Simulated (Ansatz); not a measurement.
Ge₂Sb₂Te₅:
```
Ge2Sb2Te5
1.0
    6.88382     3.03172     0.00000
   -6.88382     3.03172     0.00000
   -6.82490     0.00000     6.89184
Ge Sb Te
2 2 5
Direct
  0.51684   0.48316   0.03652
  0.92086   0.07914   0.19923
  0.31839   0.68161   0.43176
  0.68651   0.31349   0.60011
  0.18947   0.81053   0.58110
  0.59355   0.40645   0.79474
  0.98909   0.01091   0.98880
  0.39833   0.60167   0.18867
  0.78675   0.21325   0.37887
```

Relaxed with r²SCAN. Special points in fractions of this cell's reciprocal vectors: Γ (0.000, 0.000, 0.000); C (0.346, 0.346, 0.000); C2 (-0.346, 0.654, 0.000); Y2 (-0.500, 0.500, 0.000); M2 (-0.500, 0.500, 0.500); D (-0.250, 0.750, 0.500); D2 (0.250, 0.250, 0.500); A (0.000, 0.000, 0.500); L2 (0.000, 0.500, 0.500); V2 (0.000, 0.500, 0.000).

Q: List the band energies nearest the Fermi level at these points for plane-wave PAW r²SCAN with spin–orbit coupling (Ansatz code).

A: In eV from the Fermi level; about four levels below and three above (degenerate sets whole), none deeper than 8.9 eV; points with the same levels are listed once.

```json
[
 {"k": "Γ", "below": "-0.88 -0.88 -0.64 -0.64", "above": "0.88 0.88 1.29 1.29"},
 {"k": "C", "below": "-1.21 -1.12 -1.03 -0.96", "above": "1.18 1.24 1.68"},
 {"k": "Y2", "below": "-1.31 -1.31 -0.93 -0.93", "above": "2.00 2.00 2.45 2.45"},
 {"k": "M2", "below": "-0.77 -0.77 -0.67 -0.67", "above": "0.79 0.79 1.51 1.51"},
 {"k": "D", "below": "-0.45 -0.36 -0.23 -0.15", "above": "0.18 0.25 0.34"},
 {"k": "A", "below": "-0.99 -0.99 -0.71 -0.71", "above": "0.79 0.79 1.39 1.39"},
 {"k": "L2", "below": "-0.73 -0.73 -0.19 -0.19", "above": "0.03 0.03 0.43 0.43"},
 {"k": "V2", "below": "-0.66 -0.66 -0.21 -0.21", "above": "0.10 0.10 0.28 0.28"}
]
```

Space group Cm. The workflow started from a Materials Project entry (that database holds measured and hypothetical structures alike); the Crystallography Open Database copy checked does not list it. It is not the phase usual at ambient conditions (space group No. 164). Symmetry was held in the r²SCAN relaxation; whether a distortion lowers the energy is not shown.

Potentials: the later of the program's two PAW sets.
